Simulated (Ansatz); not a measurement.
CoP$_{2}$ in space group P2_1/c (No. 14; Co on 4e, P on 4e, P on 4e) at seven volumes, PBEsol (plane waves, PAW; program Ansatz), shape and atoms relaxed at each. One row is withheld.

| V (Å³/atom) | P (GPa) |
|---|---|
| 11.503 | 21.56 |
| 11.882 | 13.16 |
| 12.261 | 6.04 |
| 12.641 | 0.00 |
| 13.020 | ? |
| 13.399 | -9.47 |
| 13.778 | -13.14 |

Q: Fit the shown pressures and predict the withheld one.

A: Third-order Birch–Murnaghan: P = (3/2)B₀(x^(7/2) − x^(5/2))[1 + (3/4)(B′ − 4)(x − 1)] with x = (V₀/V)^(2/3). Least squares on the six rows gives V₀ = 12.641 Å³/atom, B₀ = 185.0 GPa, B′ = 4.48. At V = 13.020, x = 0.9805 and P = -5.12 GPa. The run itself gave -5.13 GPa.

The workflow started from a Materials Project entry (that database holds measured and hypothetical structures alike); the Crystallography Open Database copy checked does not list it. Its standing as an ambient phase is unchecked. The cell was relaxed with PBEsol under the symmetry of its start; its stability against distortions is not shown here. The run is not spin-polarised.

Potentials: the later of the program's two PAW sets.
